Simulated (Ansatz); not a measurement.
TeO₂ (space group P4_12_12)

```xyz
12
Lattice="4.8447 0.0000 0.0000 0.0000 4.8447 0.0000 0.0000 0.0000 7.7036" Properties=species:S:1:pos:R:3 pbc="T T T"
Te     4.6998     4.6998     3.8518
Te     2.5673     2.2774     5.7777
Te     0.1449     0.1449     0.0000
Te     2.2774     2.5673     1.9259
O      3.5756     4.1719     2.4342
O      3.0952     1.1532     4.3601
O      1.2691     0.6728     6.2860
O      1.7495     3.6915     0.5083
O      1.1532     3.0952     3.3436
O      0.6728     1.2691     1.4177
O      3.6915     1.7495     7.1954
O      4.1719     3.5756     5.2695
```

Equation-of-state scan: isotropic scaling of the cell above, V₀ being its volume. The atoms relax within the cell's symmetry.

The numbers are results of r2SCAN (plane waves to 500 eV, PAW, scalar-relativistic; Ansatz, an electronic-structure program), not measurements. k mesh 6×6×4 (Γ-centred), Fermi-Dirac smearing 0.05 eV. E stands for the smeared free energy. Stress and pressure are positive under compression. With the shape held, the modulus is that of even scaling; a crystal free to change shape is softer. Spin-orbit coupling is left out, though Te is heavy. TeO2 was relaxed with its symmetry unable to fall. ΔE is measured from the relaxed starting cell.

| V (Å³/atom) | ΔE (meV/atom) |
|---|---|
| 13.561 | 25.4 |
| 13.862 | 15.3 |
| 14.164 | 8.1 |
| 14.465 | 3.4 |
| 14.766 | 0.8 |
| 15.068 | 0.0 |
| 15.369 | 0.7 |
| 15.671 | 2.7 |
| 15.972 | withheld |
| 16.273 | 9.5 |
| 16.575 | 14.0 |

Q: Fit a third-order Birch-Murnaghan form (E₀, V₀, B₀, B₀′ free) to the given rows and predict ΔE at V = 15.972.

A: Least squares on the 10 given rows: ΔE = E₀ + (9V₀B₀/16)·y²·[2 + (B₀′ − 4)y], y = (V₀/V)^(2/3) − 1, with V₀ = 15.069 Å³/atom, B₀ = 39.67 GPa (160.2 GPa = 1 eV/Å³; the term in eV is multiplied by 1000), B₀′ = 7.88, E₀ = 0.02 meV/atom; root-mean-square residual 0.02 meV/atom. At 15.972 the fit gives 5.7 meV/atom; the calculation gives 5.7 meV/atom, the same to the digits shown. For the pressure the fit gives -1.83 GPa against the computed -1.84 GPa.

(Under strain, the slope of the energy per volume gives the stress and its curvature an elastic modulus.)
